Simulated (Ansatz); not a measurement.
Ta4C3 (R3m), work and stress of cleavage

The calculation used Ansatz 0.2.0, DFT r2SCAN, scalar-relativistic, plane waves, PAW. The runs took a 500 eV cutoff, a Γ-centred 14×14×4 mesh and Gaussian smearing (0.15 eV). Spin–orbit coupling is left out, which can shift energies with elements as heavy as these. No spin polarisation. Energies are free energies at this smearing, counted from the undisturbed cell; pressure is positive in compression.

The starting cell (relaxed at this level; it needn't be the usual structure):

```
Ta C
1.0
    -3.11780    0.00000    0.00000
    -1.55890   -2.70009    0.00000
     1.55890    0.90003   10.21859
Ta C
4 3
Direct
  0.37344 0.37344 0.36898
  0.62448 0.62448 0.12210
  0.20977 0.20977 0.87797
  0.79443 0.79443 0.63194
  0.50237 0.50237 0.75576
  0.99575 0.99575 0.23590
  0.08475 0.08475 0.50291
```

The cut lies on the cell's a–b face, a (0 0 -1) plane (indices in the standard cell, whose axes needn't be the Cartesian ones shown) of area 8.42 Å², between layers 2.49 Å apart. Vector c is lengthened by d along the normal with the atoms' Cartesian places fixed: one unrelaxed cut a cell. The traction is positive where the two halves pull on each other.

```
d (Å) energy (J/m²) traction (GPa)
-0.30           0.85           -63.1
 0.00           0.00             0.2
 0.25           0.38            27.0
 0.50           1.21            37.1
 1.00           3.02            31.8
 1.50           4.29            19.2
 2.00           5.01            10.2
 3.00           5.54             2.1
 6.00           5.67             0.0
```

Problem. What are the work of separation and the cleavage stress, and do they fit the universal binding curve?

Solution. The energy levels off near W ≈ 5.67 J/m² (the traction is down to 0.0 GPa), the energy of the two unrelaxed faces, 2.84 J/m² each on average. The largest sampled traction is 37.1 GPa at d = 0.50 Å, and a parabola through it and its two neighbours peaks at σ_max ≈ 39.2 GPa, d ≈ 0.67 Å. The curve E = W[1 − (1 + d/ℓ)exp(−d/ℓ)] peaks in traction at d = ℓ with σ_max = W/(eℓ); with 1 J/m² per Å = 10 GPa this W and σ_max give ℓ = 0.53 Å. A parabola through that curve at the same three d peaks at 0.62 Å, against 0.67 Å here, a fair fit. Real crystals break at far lower stress, because cracks concentrate it, and on the plane of lowest W, which needn't be this one.

The cut is rigid; relaxing the faces lowers these energies and usually the stresses.

In a metal these slopes depend on the k mesh and the smearing.

Cost: 9 runs of about 11 core-minutes in all, on Intel Xeon 6975P-C (Granite Rapids) (shared hosts).